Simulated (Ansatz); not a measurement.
The relaxed structure here is a generated cell of WC: the first start was made by placing the elements on the sites of a structure type, and the end was not matched to a known phase here, so it may be hypothetical. Known forms of WC include space group No. 187.

One starting cell of WC (a generated trial cell of WC in the NbAs structure type) was relaxed twice with Ansatz (plane waves, PAW, scalar-relativistic): with r2SCAN at 500 eV and with PBE at 420 eV. The r2SCAN result:

```yaml
crystal:
  lattice:
    - [-1.43667, 1.43667, 5.04507]
    - [1.43667, -1.43667, 5.04507]
    - [1.43667, 1.43667, -5.04507]
  atoms:
    - { symbol: W, position: [0.99929, 0.99929, 0.00000] }
    - { symbol: W, position: [0.74929, 0.24929, 0.50000] }
    - { symbol: C, position: [0.41671, 0.41671, 0.00000] }
    - { symbol: C, position: [0.16671, 0.66671, 0.50000] }
```

```
quantity                          r2SCAN    PBE
--------------------------------  ------  -----
space group                        I4₁md  I4₁md
volume (Å³/atom)                   10.41      ?
a (Å)                              2.873      ?
c (Å)                             10.090      ?
gap (eV, no spin-orbit coupling)    0.00      ?
```

Question: What does PBE give for the same quantities?

Answer: 
- volume (Å³/atom), PBE: 10.52
- a (Å), PBE: 2.884
- c (Å), PBE: 10.120
- gap (eV, no spin-orbit coupling), PBE: 0.00

Both levels end in the same structure; PBE's volume is 1.0 % larger. Neither column is exact.

No spin polarisation in the result.

The run could not lose the symmetry of its start: the end is stationary, and may be a saddle point rather than a minimum.

Ansatz is a program for electronic structure.
